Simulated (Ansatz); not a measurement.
Values for one crystal, relaxed and computed with PBEsol in the plane-wave PAW code Ansatz; other levels are named.

- Volume per atom = 9.10 Å³
- Electronic character = metallic (no gap)
- Pressure derivative B′ = 4.0
- Formation energy from the elements (no fitted shifts) = -0.79 eV/atom
- Bulk modulus (Birch–Murnaghan fit) = 301 GPa
- Highest zone-centre frequency = 807 cm⁻¹
- Gap with spin–orbit coupling = none (metallic)

### Question
Pick the material that matches.
A. BPt, NiAs type
B. Nb4N3, I4/mmm (Nb on 4c, Nb on 4e, N on 4d, N on 2a)
C. BP, rock salt
D. NbB2, P6/mmm (Nb on 1a, B on 2d)

### Answer
D, NbB2, P6/mmm (Nb on 1a, B on 2d)

The first step of the workflow began from a Materials Project structure, measured or hypothetical; the Crystallography Open Database files this formula in space group No. 191, but the cells were not matched. Whether it is the stable phase at ambient conditions was not checked. Symmetry was held in the PBEsol relaxation; of distortions, only those at the zone centre were tested. No spin polarisation was allowed. As this level gives no gap, phonon frequencies hold no LO–TO term and depend on the k-mesh and smearing (Fermi–Dirac, 0.1 eV here). The references are the lowest solids computed at this level, not always the standard phases. Scalar-relativistic: spin–orbit coupling is off unless named, which matters more the heavier the elements.

Potentials: the later of the program's two PAW sets.
